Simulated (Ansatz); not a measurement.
A plane-wave DFT run in Ansatz 0.2.0 (scalar-relativistic PAW potentials unless the input names others): input and command.

```yaml
crystal:
  lattice:
    - [3.053, 0.0, 0.0]
    - [0.0, 3.053, 0.0]
    - [0.0, 0.0, 3.389]
  atoms:
    - { symbol: Ta, position: [0.5, 0.5, 0.5] }
    - { symbol: Ru, position: [0.0, 0.0, 0.0] }
basis:
  ecutwfc: "30 meV"
kpoints:
  mp_grid: { grid: [18, 18, 16] }
hamiltonian:
  xc: lda
scf:
  occupations: { method: gaussian, width: 0.15 }
  max_iter: 80
output:
  forces: true
  eigenvalues: true
  stress: true
```

```bash
ansatz run input.yaml --threads 1 --pin off --max-ram 1228MiB --backend cpu --events-out ev --progress --plain --runs-dir out
```

Problem. Will this input run?

Solution. The program refuses it, because of a cutoff in the wrong unit (basis.ecutwfc: 420 → "30 meV"). With the sound run's settings it is accepted.

Abridged log:
```
Error: inconsistent input (basis.ecutwfc, kpoints): the smallest per-k basis holds n_pw = 0 plane waves (k-point 1, counted from 0 among those solved) but the deck needs at least 16 band(s) per channel, and no run solves more bands than the smallest per-k basis has plane waves; raise basis.ecutwfc until the smallest per-k basis, which caps the automatic band count, holds at least 16 plane waves
```